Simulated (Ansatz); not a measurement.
An element in the fcc structure gives these cold pressures by all-electron LAPW under PBEsol (Ansatz 0.2.0, scalar-relativistic, no spin polarisation).

| V (Å³/atom) | P (GPa) |
| --- | --- |
| 23.64 | 0.02 |
| 21.28 | 6.67 |
| 18.91 | 16.94 |
| 16.55 | 33.0 |
| 14.18 | 58.8 |
| 11.82 | 100.2 |
| 9.46 | 172.5 |

Which element is it?

Sc. Its zero-pressure volume in this structure is near 23.6 Å³/atom; the volume and the steepness of P(V) together point to it, though neighbours can come close. This is the case that was computed; others weren't tested.
